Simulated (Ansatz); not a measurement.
Data:

Relaxed Rb (bcc, W type):

```xyz
2
Lattice="-5.6710 5.6710 5.6710 2.8355 -2.8355 2.8355 2.8355 2.8355 -2.8355" Properties=species:S:1:pos:R:3 pbc="T T T"
Rb     0.0000     0.0000     0.0000
Rb    -2.8355     2.8355     2.8355
```

A phonon eigenvector at N = (0.5, 0.0, 0.0) is frozen into this cell: atom i moves by Q times the vector below, so Q is the largest atomic displacement, in Å. The cell is held. (q is in reciprocal vectors of the primitive cell; the cell shown is doubled to hold the pattern.)

```tsv
atom	x	y	z
Rb1	0.000	-0.707	-0.707
Rb2	0.000	0.707	0.707
```

Calculation: PBE (plane waves to 420 eV, PAW, scalar-relativistic; Ansatz, an electronic-structure program). k mesh 6×12×12 (Γ-centred), Fermi-Dirac smearing 0.05 eV. The energy includes the smearing's −TS. With partly filled bands, energies and forces of such displacements shift with the k mesh and the smearing. Rb was relaxed with its symmetry unable to fall. The PAW data are Ansatz's earlier set. ΔE is measured from the undisplaced structure.

The scan covers Q from -0.180 to 0.180 Å in 13 points.

Task: Which space group does the distorted structure have?

Result: Cmme (No. 67), lowered from Im-3m.

Task: What is the energy change at Q = 0.180 Å?

Result: 23.1 meV/cell.

Task: What harmonic wavenumber does the curvature at Q = 0 give?

Result: 47 cm⁻¹.

(For displaced atoms, the force is minus the slope of the energy, and its curvature is a force constant, which sets phonon frequencies.)
